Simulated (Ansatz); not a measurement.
Ta2O5: input and output

The input, for Ansatz 0.2.0 (plane waves, PAW):

```yaml
crystal:
  lattice:
    - [6.39265, 2.42685, 0.0]
    - [6.39265, -2.42685, 0.0]
    - [1.36195, 0.0, -5.35719]
  atoms:
    - { symbol: Ta, position: [0.3865, 0.8925, 0.7377] }
    - { symbol: Ta, position: [0.1075, 0.6135, 0.7623] }
    - { symbol: Ta, position: [0.6135, 0.1075, 0.2623] }
    - { symbol: Ta, position: [0.8925, 0.3865, 0.2377] }
    - { symbol: O, position: [0.102, 0.898, 0.75] }
    - { symbol: O, position: [0.898, 0.102, 0.25] }
    - { symbol: O, position: [0.44, 0.338, 0.01] }
    - { symbol: O, position: [0.662, 0.56, 0.49] }
    - { symbol: O, position: [0.56, 0.662, 0.99] }
    - { symbol: O, position: [0.338, 0.44, 0.51] }
    - { symbol: O, position: [0.73, 0.868, 0.645] }
    - { symbol: O, position: [0.132, 0.27, 0.855] }
    - { symbol: O, position: [0.27, 0.132, 0.355] }
    - { symbol: O, position: [0.868, 0.73, 0.145] }
  symmetry: { tolerance: 0.0003 }
kpoints:
  mp_grid: { grid: [5, 5, 4], shift: [0, 0, 0] }
  band_path:
    path:
      - [0.0, 0.0, 0.0]
      - [0.28835867, -0.28835867, 0.0]
      - [-0.28835867, -0.71164133, 0.0]
      - [-0.5, -0.5, 0.0]
      - [0.0, 0.0, 0.0]
      - [-0.5, -0.5, -0.5]
      - [-0.26649808, -0.73350192, -0.5]
      - [0.26649808, -0.26649808, -0.5]
      - [0.0, 0.0, -0.5]
      - [0.0, 0.0, 0.0]
      - [0.0, -0.5, -0.5]
    npoints: 6
magnetization:
  spin_polarized: false
scf:
  occupations: { method: fermi_dirac, width: 0.1444 }
  lower_state_search: "off"
  max_iter: 200
hamiltonian:
  pseudopotentials: { kind: paw }
  xc: r2scan
basis:
  ecutwfc: 500
  fft_grid_basis: typed
output:
  forces: true
  stress: true
  eigenvalues: true
  bader: true
  populations: true
  elf: true
  write_potential: true
  volumetric_format: npy
  dos:
    e_range: [-12, 8]
    de: 0.05
    projected: { site_lists: { O: [O], Ta: [Ta] } }
checkpoint:
  read: saved_state
```

The saved state is an earlier solution for the same cell, perhaps on another mesh. 

Output (shortened):

```
SCF iter   1: F=-45478.1260 eV  Δρ=1.23e-3  dr2=3.30e-4  dr2_τ=1.51e-3
SCF iter   2: F=-45478.1262 eV  Δρ=6.39e-4  dr2=9.23e-5  dr2_τ=2.64e-4
SCF iter   3: F=-45478.1263 eV  Δρ=9.89e-5  dr2=1.27e-5  dr2_τ=3.23e-6
SCF iter   4: F=-45478.1263 eV  Δρ=3.12e-5  dr2=9.88e-7  dr2_τ=3.33e-7
SCF iter   5: F=-45478.1263 eV  Δρ=7.55e-6  dr2=9.06e-8  dr2_τ=1.90e-8
Free energy (F): -45478.1263 eV
Harris-Foulkes:  -45478.1263 eV  (|F-HF|=9.52e-8)
Internal energy: -45478.1263 eV  (E = F + TS)
E sigma→0 (E₀):  -45478.1263 eV
Entropy (-TS):    0.0000 eV (-0.000 meV/atom)
Fermi energy:    10.4920 eV
--- Stress (GPa, compression-positive) ---
        1.8589       0.0000       3.0003
        0.0000      18.3894       0.0000
        3.0003       0.0000      32.9780
  P = ⅓ Tr σ = 17.7421 GPa (177.421 kbar)
--- Löwdin populations: 14 sites ---
  site symbol       q [e]
     0     Ta     11.2111
     1     Ta     11.2111
     2     Ta     11.2111
     3     Ta     11.2111
     4      O      6.6603
     5      O      6.6603
     6      O      6.5589
     7      O      6.5589
     8      O      6.5589
     9      O      6.5589
    10      O      6.7686
    11      O      6.7686
    12      O      6.7686
    13      O      6.7686
  spilling = 0.0047 (of n_electrons = 112.0000)
--- Bader charges: 14 sites ---
  site symbol  charge [e]  shift [e]
     0     Ta      3.0043     0.0066
     1     Ta      3.0043     0.0066
     2     Ta      3.0043     0.0066
     3     Ta      3.0043     0.0066
     4      O     -1.1942     0.0037
     5      O     -1.1942     0.0037
     6      O     -1.1098     0.0031
     7      O     -1.1098     0.0031
     8      O     -1.1098     0.0031
     9      O     -1.1098     0.0031
    10      O     -1.2974     0.0016
    11      O     -1.2974     0.0016
    12      O     -1.2974     0.0016
    13      O     -1.2974     0.0016
```

Origin: a database entry at a rescaled volume. Caveats: forces this large suggest misplaced atoms in the database entry; atoms or cell far from equilibrium.
